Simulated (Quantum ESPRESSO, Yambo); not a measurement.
Quasiparticle gap of AgI

```xyz
4
Lattice="4.3924 0.0000 0.0000 0.0000 4.3924 0.0000 0.0000 0.0000 6.2191" Properties=species:S:1:pos:R:3 pbc="T T T"
Ag     0.0000     0.0000     0.0000
Ag     2.1962     2.1962     0.0000
I      0.0000     2.1962     4.3514
I      2.1962     0.0000     1.8678
```

Cell and atoms were relaxed with PBE+D3(BJ) from Materials Project entry mp-567809, within its symmetry.

Starting point: PBEsol (pw.x of Quantum ESPRESSO, ONCV potentials, no spin-orbit coupling). G0W0 in Yambo: 2×2×2 Γ-centred k mesh, bands 9 to 194 and a 7 Ry block in the screening, 194 bands in G with the Bruneval-Gonze terminator, plasmon pole fitted at 27.2 eV.

- PBEsol gap along the band path = 1.11 eV
- PBEsol gap between the mesh's edge points (Γ → Γ) = 1.11 eV
- G0W0 gap between the same points = 2.04 eV

| k point | band | E PBEsol (eV) | E QP (eV) | shift (eV) | Z |
|---|---|---|---|---|---|
| Γ | VB | 0.00 | -0.60 | -0.60 | 0.79 |
| Γ | CB | 1.11 | 1.44 | 0.33 | 0.81 |
| Z | VB | -0.79 | -1.46 | -0.67 | 0.79 |
| Z | CB | 3.06 | 3.49 | 0.44 | 0.80 |
| X | VB | -0.76 | -1.41 | -0.66 | 0.79 |
| X | CB | 3.58 | 4.04 | 0.47 | 0.80 |
| R | VB | -0.68 | -1.33 | -0.65 | 0.79 |
| R | CB | 2.24 | 2.65 | 0.41 | 0.81 |
| M | VB | -1.96 | -2.66 | -0.71 | 0.77 |
| M | CB | 2.98 | 3.12 | 0.14 | 0.82 |
| A | VB | -1.57 | -2.22 | -0.64 | 0.78 |
| A | CB | 4.52 | 5.10 | 0.58 | 0.80 |

Energies count from the PBEsol valence-band maximum.

Nearest settings tried, and what they do to the gap: 125 bands in G: +4 meV; 125 bands in W, 125 bands in G: +20 meV; 6 Ry block (221 vectors against 255): -13 meV; 2×2×1 mesh: -243 meV. So the settings aren't converged at that level. The k mesh is coarse.

Spin-orbit coupling is left out, which matters for elements this heavy: edges can move by tenths of an eV.

This is not the ordinary phase of the substance; no match was found in the copy of COD used, and its stability was not checked.
